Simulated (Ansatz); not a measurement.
# CaC2: zone-centre modes

All numbers below come from DFT PBEsol, scalar-relativistic, plane waves, PAW (Ansatz 0.2.0). The runs took a 420 eV cutoff, a Γ-centred 6×6×8 mesh and Gaussian smearing (0.05 eV). No spin polarisation.

The undisturbed cell (relaxed at this level; it needn't be the usual structure):

```yaml
crystal:
  lattice:
    - [4.84378, 0.00000, 0.00000]
    - [0.00000, 5.26113, 0.00000]
    - [0.00000, 0.00000, 3.73374]
  atoms:
    - { symbol: Ca, position: [0.00000, 0.00000, 0.00000] }
    - { symbol: Ca, position: [0.50000, 0.50000, 0.50000] }
    - { symbol: C, position: [0.87033, 0.50010, 0.00000] }
    - { symbol: C, position: [0.62967, 0.00010, 0.50000] }
    - { symbol: C, position: [0.37033, 0.99990, 0.50000] }
    - { symbol: C, position: [0.12967, 0.49990, 0.00000] }
```

Harmonic modes by finite displacements of 0.02 Å, without the LO–TO term.

Task: At this geometry, is the structure stable against these modes?

Result: Yes: no mode is imaginary beyond 10 cm⁻¹, and only the three translations lie near zero.

Task: List the wavenumbers in cm⁻¹.

Result: 0, 0, 0, 122, 122, 188, 197, 221, 240, 259, 264, 268, 272, 278, 316, 319, 1887, 1893.

Cost: 1 run of about 2.9 core-minutes, on Arm Neoverse V1 (shared hosts).